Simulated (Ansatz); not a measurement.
SnO (litharge type, space group P4/nmm)

```yaml
crystal:
  lattice:
    - [3.79274, 0.00000, 0.00000]
    - [0.00000, 3.79274, 0.00000]
    - [0.00000, 0.00000, 4.76440]
  atoms:
    - { symbol: Sn, position: [0.50000, 0.00000, 0.24062] }
    - { symbol: Sn, position: [0.00000, 0.50000, 0.75938] }
    - { symbol: O, position: [0.00000, 0.00000, 0.00000] }
    - { symbol: O, position: [0.50000, 0.50000, 0.00000] }
```

The slice is a (010) plane (indices of the conventional cell) through the point (0.000, 0.500, 0.759) (fractional), spanned by u = [100] and v = [001] in vectors of this cell: u (3.79 Å) and v (4.76 Å, at 90° to u). It covers one period; positions are fractions (u, v).

Level of theory: r2SCAN+rVV10 (plane waves to 500 eV, PAW, scalar-relativistic; Ansatz, a quantum-chemistry and plane-wave program). k mesh 9×9×7. These are valence fields of a PAW run, semicore shells included where kept as valence: close to a nucleus they are smooth pseudo fields. At this level the bands of SnO touch or barely overlap; measurements give the solid a gap. SnO was relaxed with its symmetry unable to fall. The PAW data are Ansatz's earlier set.

Q: What is the valence density on the shortest Sn–O line in this plane (2.22 Å), at its midpoint?

A: 0.46 e/Å³.

Q: What is the ELF at the midpoint of the shortest Sn–O line in this plane (2.22 Å)?

A: 0.2.

Q: Sketch the valence electron density on this plane as a map.

A: 
```
|@@@%#*+=--::::::--=+*#%@@|
|@@@%#*+=-::::::::-=+*#%@@|
|%%%#*+=--::....::--=+*#%%|
|%##*++=--:......:--=++*##|
|***++==-::......::-==++**|
|+++===--::......::--===++|
|=====--::...  ...::--====|
|===---:::...  ...:::---==|
|-----:::....  ....:::----|
|:::::::.....  .....::::::|
|:::::................::::|
|.........................|
|.........................|
|       ............      |
|       ....::::....      |
|      ...::::::::...     |
|     ...::------::...    |
|     ..:--======--:..    |
|    ..:--==++++==--:..   |
|   ..::-=++****++=-::..  |
|....::-=+**####**+=-::...|
|...::--=+*#%%%%#*+=--::..|
|:::::-=+*#%%@@%%#*+=-::::|
|------=+*#%@@@@%#*+=-----|
|==---==+*#%%@@%%#*+==---=|
|++=====+*#%%%%%%#*+=====+|
|***+===++*##%%##*++===+**|
|%##*++==++*####*++==++*##|
|%%%#*+===++****++===+*#%%|
|@@@%#*+====++++====+*#%@@|
|@@@%#*+==-======-==+*#%@@|
|@@@%%*+=----------=+*%%@@|
```
Scale: ten equal steps from -1.65 (start of ' ') to 1.11 (end of '@'), in the order ' .:-=+*#%@'. Values: log₁₀ of the valence density in e/Å³. The map has 25 points along u (one character each, u = 0 at the left) and 32 along v (v = 0 in the bottom row). The scale is logarithmic, as a density can span decades between atoms and voids.
